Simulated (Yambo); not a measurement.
Yambo run on AgI (wurtzite, space group P6_3mc, No. 186). The wavefunctions are PBEsol (Quantum ESPRESSO, PseudoDojo norm-conserving, 82 Ry, scalar-relativistic) ones on a 3×3×2 mesh (26 occupied bands); a = 4.5566 Å, b = 4.5566 Å, c = 7.4443 Å, α = 90.00°, β = 90.00°, γ = 120.00°.

Yambo input:

```
rim_cut
gw0
dyson
el_el_corr
HF_and_locXC
ppa
em1d
RandQpts= 1000000
RandGvec= 1 Ry
EXXRLvcs= 82 Ry
VXCRLvcs= 328 Ry
Chimod= "HARTREE"
% BndsRnXp
 9 | 78 |
%
NGsBlkXp= 7 Ry
% LongDrXp
 1.0 | 1.0 | 1.0 |
%
PPAPntXp= 27.2114 eV
% GbndRnge
 1 | 78 |
%
GTermKind= "BG"
DysSolver= "n"
ExtendOut
% QPkrange
 1 | 1 | 26 | 27 |
%
```

k points by index: 1 = Γ.

Table of the .qp output:

```
#    K-point    Band    Eo [eV]    E [eV]    E-Eo [eV]    Vxc [eV]    Vnlxc [eV]    Sc|Eo [eV]    Sc|E [eV]    dSc/dw|Eo [eV]    Re(Z)    Im(Z)
#
    1    26    0.000000    -0.549765    -0.549765    -17.25004    -20.77811    2.832367    2.978312    -7.221803    0.790263    -0.001615
    1    27    1.228450    1.953125    0.724675    -9.512869    -5.387429    -3.243718    -3.400765    -5.895951    0.821911    -0.001459
```
(The two width columns are left out.) Convergence of these settings isn't established.

Spin-orbit coupling is not included.

Geometry relaxed with PBEsol.
